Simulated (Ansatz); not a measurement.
Ti:
```xyz
1
Lattice="-1.6049 1.6049 1.6049 1.6049 -1.6049 1.6049 1.6049 1.6049 -1.6049" Properties=species:S:1:pos:R:3 pbc="T T T"
Ti     0.0000     0.0000     0.0000
```

Relaxed with PBEsol. Special points in fractions of this cell's reciprocal vectors: Γ (0.000, 0.000, 0.000); H (0.500, -0.500, 0.500); N (0.000, 0.000, 0.500); P (0.250, 0.250, 0.250).

Problem. List the band energies nearest the Fermi level at these points for plane-wave PAW PBEsol (Ansatz code).

Solution. In eV from the Fermi level; about four levels below and three above (degenerate sets whole), none deeper than 8.9 eV; … stands for higher levels left out; points with the same levels are listed once.

| k | below | above |
|---|---|---|
| Γ | -6.02 | 1.03 1.03 1.03 |
| H | -2.28 -2.28 | 4.20 4.20 4.20 |
| N | -2.58 -0.45 | 1.30 2.92 3.30 |
| P | -0.63 -0.63 -0.63 | 3.36 3.36 … |

Space group Im-3m (bcc (W type)). This is a known high-temperature phase of the composition, computed here at zero pressure and temperature. The PBEsol relaxation kept the symmetry of its start. At this level the phase is dynamically unstable (imaginary phonons). The run is not spin-polarised.

Potentials: the earlier of the program's two PAW sets.
